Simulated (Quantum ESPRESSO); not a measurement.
## Different elements on one site among Cu Ir Pd

These are calculations, not measurements. They come from Quantum ESPRESSO 7.5, a public plane-wave density functional program. Each row is one single-point run on a made-up periodic cell of eight metal atoms, with elements, volume, strain and displacements drawn at random and not relaxed, so a cell may be unstable or far from any real phase. There is no spin polarisation or spin-orbit coupling.

Settings: PBE unless stated; PseudoDojo standard norm-conserving files; Fermi-Dirac width 0.25 eV, which means electrons at about 2900 K; cutoff 1252 eV; 8 x 5 x 3 k mesh shifted half a step off Gamma. E is the free energy of the whole cell (internal energy minus TS), so a -TS column is already part of it. Stress is positive in tension, and the pressure P is minus a third of its trace.

Checks: one run of this series was repeated at a higher cutoff and on a denser mesh, which moved values by no more than 0.010 eV, 0.12 GPa and 0.017 eV/Å, and a second program with other atomic files agreed on it to 2 % rms in force and 0.5 GPa in pressure. Known limits: the copper pseudopotential is less sure than most, with forces differing by about three percent and pressure by about two GPa from a second method on plain copper; the tin pseudopotential is less sure than most, with forces differing by about three percent from a second method on plain tin; heavy elements are run without spin-orbit coupling, which real alloys of them have; a spin test at this wide smearing found no moment, but such smearing suppresses magnetism that the real alloy may have.

The lattice is face-centred cubic, and the cell vectors in Å are (-0.034, 1.937, 1.985); (-4.002, 2.015, -1.997); (-3.987, -5.896, 6.110), a volume of 125.55 Å³. The elements on sites 1 to 8 are Pd Cu Ir Pd Ir X Pd Pd. The runs change X and keep the cell and the displaced positions. The column v is a rough volume for each atom of the pure element, close to PBE values, from general knowledge and not from these runs. Energies are left out, as each element's file has its own zero.

```
run   X  v (Å³)  -TS (eV)  force on X (eV/Å)  rms force (eV/Å)  P (GPa)
  1  Rh    14.1    -2.109              1.097             0.517    -9.94
  2  Mo    15.8    -1.684              1.199             0.579    -8.99
  3  Sn    27.9    -1.480              0.328             0.556    -0.07
  4  Ga    19.0    -1.560              0.269             0.504    -8.85
  5  Ag    17.8         ?                  ?                 ?        ?
```

## Worked fit

A straight line through the runs shown gives P = -20.9 + 0.727 v GPa with v in Å³, an error of 0.134 on the slope and a scatter of 1.43 GPa. At this fixed volume the pressure tends to rise with the size of X.

## Withheld run

Question: what pressure should run 5, with Ag, give?

The fit gives -7.96 ± 1.61 GPa. The calculation gave -5.13 GPa.
